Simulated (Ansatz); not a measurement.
ZnCu₂SnS₄:
```
CELL_PARAMETERS angstrom
     -2.70232     2.70232     5.42594
      2.70232    -2.70232     5.42594
      2.70232     2.70232    -5.42594
ATOMIC_POSITIONS crystal
  Zn 0.00000 0.00000 0.00000
  Cu 0.25000 0.75000 0.50000
  Cu 0.75000 0.25000 0.50000
  Sn 0.50000 0.50000 0.00000
  S  0.89044 0.37529 0.00000
  S  0.62471 0.62471 0.51515
  S  0.37529 0.89044 0.00000
  S  0.10956 0.10956 0.48485
```

Relaxed with r²SCAN. Special points in fractions of this cell's reciprocal vectors: Γ (0.000, 0.000, 0.000); X (0.000, 0.000, 0.500); P (0.250, 0.250, 0.250); N (0.000, 0.500, 0.000); M (0.500, 0.500, -0.500); S (0.312, 0.688, -0.312); S0 (-0.312, 0.312, 0.312); R (-0.124, 0.124, 0.500); G (0.500, 0.500, -0.124).

List the band energies nearest the valence-band maximum at these points for r²SCAN with spin–orbit coupling in the plane-wave PAW code Ansatz.

In eV from the valence-band maximum; about four levels below and three above (degenerate sets whole), none deeper than 8.9 eV; points with the same levels are listed once.

```tsv
k	below	above
Γ	-0.04 -0.04 0.00 0.00	0.32 0.32 2.08 2.08
X	-0.51 -0.51 -0.41 -0.41	0.69 0.69 2.80 2.80
P	-0.48 -0.48 -0.45 -0.45	0.93 0.93 2.65 2.65
N	-0.85 -0.85 -0.78 -0.78	1.81 1.81 3.33 3.33
M	-0.69 -0.69 -0.60 -0.60	1.37 1.37 2.05 2.05
S	-0.94 -0.91 -0.59 -0.49	1.71 1.72 2.59 2.60
R	-0.71 -0.71 -0.70 -0.46 -0.46	0.98 0.98 3.14
```

Space group I-42m. The first step of the workflow began from a Materials Project structure, measured or hypothetical; the Crystallography Open Database copy checked does not list it. It is not the phase usual at ambient conditions (space group No. 82). The r²SCAN relaxation kept the symmetry of its start; its stability against distortions is not shown here. The run is not spin-polarised.

Potentials: the later of the program's two PAW sets.
